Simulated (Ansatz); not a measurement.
Relaxation of a relaxed Be cell displaced along its unstable phonon at q = (½, ½, 0) of its primitive reciprocal cell (657i cm⁻¹), largest move 0.15 Å; 2 atoms in the cell, which starts as P4/nmm, origin choice 1 (No. 129), tP2; a = b = 3.072 Å, c = 2.172 Å, α = β = γ = 90.00°. Computed with r2SCAN (plane waves to 500 eV, PAW, scalar-relativistic; Ansatz, a first-principles code). Γ-centred k-mesh 15×15×15 on the run's cell (coarser than for final values), Fermi–Dirac smearing 0.05 eV. This is the first round of the run. 

The optimiser's lines from the output (shortened; P is positive under compression):

```
relax step   1: F+E_penalty+E_count = -184.81075600 eV  Δ(F+E_penalty+E_count) = +0.000e0 eV  max|allowed force component| = 1.503e0 eV/Å  Δτ_max = 0.0000 Å  P = -2.727 GPa  Ω = 20.494 Å³  (6 SCF iters, dr2 threshold 1.00e-7 eV, accepted)
relax step   2: F+E_penalty+E_count = -185.57544379 eV  Δ(F+E_penalty+E_count) = -7.647e-1 eV  max|allowed force component| = 1.634e0 eV/Å  Δτ_max = 0.1965 Å  P = -8.050 GPa  Ω = 19.809 Å³  (5 SCF iters, dr2 threshold 2.00e-7 eV, accepted)
relax step   3: F+E_penalty+E_count = -186.09379327 eV  Δ(F+E_penalty+E_count) = -5.183e-1 eV  max|allowed force component| = 2.388e-2 eV/Å  Δτ_max = 0.1944 Å  P = -10.554 GPa  Ω = 18.925 Å³  (5 SCF iters, dr2 threshold 2.00e-7 eV, accepted)
relax step   4: F+E_penalty+E_count = -186.32300479 eV  Δ(F+E_penalty+E_count) = -2.292e-1 eV  max|allowed force component| = 3.036e-1 eV/Å  Δτ_max = 0.0242 Å  P = -6.752 GPa  Ω = 17.413 Å³  (5 SCF iters, dr2 threshold 2.00e-7 eV, accepted)
relax step   5: F+E_penalty+E_count = -186.44210628 eV  Δ(F+E_penalty+E_count) = -1.191e-1 eV  max|allowed force component| = 1.625e-1 eV/Å  Δτ_max = 0.0317 Å  P = -0.060 GPa  Ω = 15.946 Å³  (5 SCF iters, dr2 threshold 2.00e-7 eV, accepted)
relax step   6: F+E_penalty+E_count = -186.47221258 eV  Δ(F+E_penalty+E_count) = -3.011e-2 eV  max|allowed force component| = 6.893e-3 eV/Å  Δτ_max = 0.0092 Å  P = -0.020 GPa  Ω = 15.682 Å³  (5 SCF iters, dr2 threshold 2.00e-7 eV, accepted)
relax step   7: F+E_penalty+E_count = -186.47896855 eV  Δ(F+E_penalty+E_count) = -6.756e-3 eV  max|allowed force component| = 8.632e-4 eV/Å  Δτ_max = 0.0003 Å  P = -0.117 GPa  Ω = 15.643 Å³  (3 SCF iters, dr2 threshold 2.00e-7 eV, accepted)
relax step   8: F+E_penalty+E_count = -186.46554230 eV  Δ(F+E_penalty+E_count) = +1.343e-2 eV  max|allowed force component| = 5.092e-3 eV/Å  Δτ_max = 0.0003 Å  P = +1.832 GPa  Ω = 15.426 Å³  (4 SCF iters, dr2 threshold 2.00e-7 eV, rejected (line search))
relax step   9: F+E_penalty+E_count = -186.47973120 eV  Δ(F+E_penalty+E_count) = -7.626e-4 eV  max|allowed force component| = 8.589e-3 eV/Å  Δτ_max = 0.0004 Å  P = -0.313 GPa  Ω = 15.665 Å³  (7 SCF iters, accepted)
relax step  10: F+E_penalty+E_count = -186.47981182 eV  Δ(F+E_penalty+E_count) = -8.062e-5 eV  max|allowed force component| = 6.978e-3 eV/Å  Δτ_max = 0.0009 Å  P = +0.122 GPa  Ω = 15.611 Å³  (3 SCF iters, dr2 threshold 2.00e-7 eV, accepted)
relax step  11: F+E_penalty+E_count = -186.47982074 eV  Δ(F+E_penalty+E_count) = -8.921e-6 eV  max|allowed force component| = 1.953e-3 eV/Å  Δτ_max = 0.0005 Å  P = +0.003 GPa  Ω = 15.626 Å³  (3 SCF iters, dr2 threshold 4.74e-8 eV, accepted)
relax step  12: F+E_penalty+E_count = -186.47976169 eV  Δ(F+E_penalty+E_count) = +5.906e-5 eV  max|allowed force component| = 1.955e-3 eV/Å  Δτ_max = 0.0000 Å  P = +0.008 GPa  Ω = 15.626 Å³  stress off target by 2.36e-2 GPa  SCF on the basis re-selected at this cell (its energy is not comparable with the rows above)  (5 SCF iters)
relax step  13: F+E_penalty+E_count = -186.47976207 eV  Δ(F+E_penalty+E_count) = -3.833e-7 eV  max|allowed force component| = 1.886e-5 eV/Å  Δτ_max = 0.0001 Å  P = +0.000 GPa  Ω = 15.627 Å³  (3 SCF iters, dr2 threshold 1.39e-9 eV, accepted)
relax step  14: F+E_penalty+E_count = -186.47976207 eV  Δ(F+E_penalty+E_count) = -2.266e-9 eV  max|allowed force component| = 1.926e-5 eV/Å  Δτ_max = 0.0000 Å  P = +0.001 GPa  Ω = 15.627 Å³  stress off target by 2.31e-3 GPa  SCF on the basis re-selected at this cell (its energy is not comparable with the rows above)  (3 SCF iters)
```

From the first to the last row the energy changes by -0.83 eV/atom and the volume by -23.7 %. The last row is marked as not comparable with the walk above it, whose basis was carried along; it does compare with step 1, since both stand on a basis selected at the nominal cutoff for their own cell.

Step 8 was rejected by the optimiser.

Later rounds, restarted from the end of this one on a renewed k-mesh, logged 8 more steps and released under 0.01 eV/atom more. The final structure after all rounds: Im-3m (No. 229), cI2, bcc (W type); a = 2.500 Å, b = 2.500 Å, c = 2.500 Å, α = 90.00°, β = 90.00°, γ = 90.00°. Between re-selections the logged energies stand on a plane-wave basis carried along with the cell. No spin polarisation in the result.

The run could not lose the symmetry of its start, so the end can be a saddle point.

The relaxed structure here is a generated cell of Be: the first start was made by placing the elements on the sites of a structure type, and the end was not matched to a known phase here, so it may be hypothetical. Known forms of Be include space group No. 194.
